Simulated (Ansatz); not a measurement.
AgLaS2, ordered on the rocksalt lattice (P4/mmm) with 4 atoms a cell, relaxed with r2SCAN. Space group P4/mmm (No. 123), tetragonal; a = 4.130 Å, c = 5.605 Å in the conventional setting, 23.90 Å³ an atom. Around Ag lie 6 S at 2.80–2.92 Å; around S lie 2 Ag at 2.80 Å and 4 La at 2.92 Å; around La lie 6 S at 2.80–2.92 Å; around S lie 2 La at 2.80 Å and 4 Ag at 2.92 Å.

```cif
data_structure
_symmetry_space_group_name_H-M 'P4/mmm'
_symmetry_Int_Tables_number 123
_cell_length_a 4.1300
_cell_length_b 4.1300
_cell_length_c 5.6049
_cell_angle_alpha 90.000
_cell_angle_beta 90.000
_cell_angle_gamma 90.000
_cell_volume 95.60
loop_
_atom_site_label
_atom_site_type_symbol
_atom_site_symmetry_multiplicity
_atom_site_Wyckoff_symbol
_atom_site_fract_x
_atom_site_fract_y
_atom_site_fract_z
_atom_site_occupancy
Ag1 Ag 1 a 0.00000 0.00000 0.00000 1
S1 S 1 b 0.00000 0.00000 0.50000 1
La1 La 1 d 0.50000 0.50000 0.50000 1
S2 S 1 c 0.50000 0.50000 0.00000 1
```

4 runs of Ansatz on this cell differ in the functional (and in the settings that go with it). Levels are in eV from each run's valence top; v1 is the last filled band, c1 the first empty one.

Run A, mean stress -5.3 GPa (compression positive):
```tsv
point	v5	v3	v1	c1	c2	c3
Γ	-2.48	-1.60	-1.38	-0.33	0.44	2.02
X	-3.37	-2.52	-0.09	1.80	2.05	2.12
M	-3.05	-2.20	-1.34	0.82	1.13	1.13
Z	-2.15	-2.05	-2.03	-0.38	2.01	2.21
R	-3.02	-2.49	0.00	1.65	1.79	1.90
A	-3.07	-2.16	-2.11	2.04	2.04	2.17
```

Run B, mean stress +0.2 GPa (compression positive):
```tsv
point	v5	v3	v1	c1	c2	c3
Γ	-2.51	-1.60	-1.41	-0.22	0.69	2.11
X	-3.29	-2.43	-0.08	1.89	2.14	2.20
M	-3.00	-2.21	-1.37	1.09	1.24	1.24
Z	-2.07	-2.06	-2.00	-0.26	2.10	2.29
R	-2.95	-2.45	0.00	1.76	1.88	1.99
A	-3.00	-2.17	-2.02	2.13	2.13	2.26
```

Run C, mean stress +0.2 GPa (compression positive):
```tsv
point	v5	v3	v1	c1	c2	c3
Γ	-2.74	-1.54	-1.46	0.37	1.78	3.08
X	-3.84	-2.67	0.00	3.62	3.81	3.93
M	-3.54	-2.36	-1.46	1.90	1.90	2.28
Z	-2.32	-2.24	-2.00	0.34	3.06	4.10
R	-3.52	-2.86	0.00	3.31	3.68	4.02
A	-3.52	-2.52	-2.19	3.60	3.60	4.39
```

Run D, mean stress 0.0 GPa (compression positive):
```tsv
point	v5	v3	v1	c1	c2	c3
Γ	-2.65	-1.63	-1.47	-0.04	1.22	2.54
X	-3.33	-2.40	-0.06	2.31	2.55	2.64
M	-3.05	-2.32	-1.43	1.46	1.46	1.59
Z	-2.18	-2.03	-1.99	-0.07	2.52	2.63
R	-2.98	-2.50	0.00	2.16	2.29	2.42
A	-3.05	-2.28	-1.97	2.58	2.58	2.70
```

Q: Match the runs to LDA, PBE, r2SCAN, HSE06.

A: A is LDA, B is PBE, C is HSE06, D is r2SCAN. In order of the gap: LDA none (overlap 0.38), PBE none (overlap 0.26), r2SCAN none (overlap 0.07), HSE06 0.34 eV.

Spin-unpolarised throughout. Whether this structure exists isn't addressed.

The runs are scalar-relativistic, without spin-orbit coupling.

The program warns that its thresholds are loose for a hybrid's stress.

Where bands overlap, v1 and c1 are numbered by the electron count and aren't everywhere filled or empty.

Overlapping bands make a metal at that level, for which these meshes are coarse; small forces, stresses and energy differences are uncertain. A small overlap in a semilocal functional can be an artefact that a hybrid or GW lifts.

The meshes of the hybrids are coarse, so their gaps aren't converged to the digits shown.
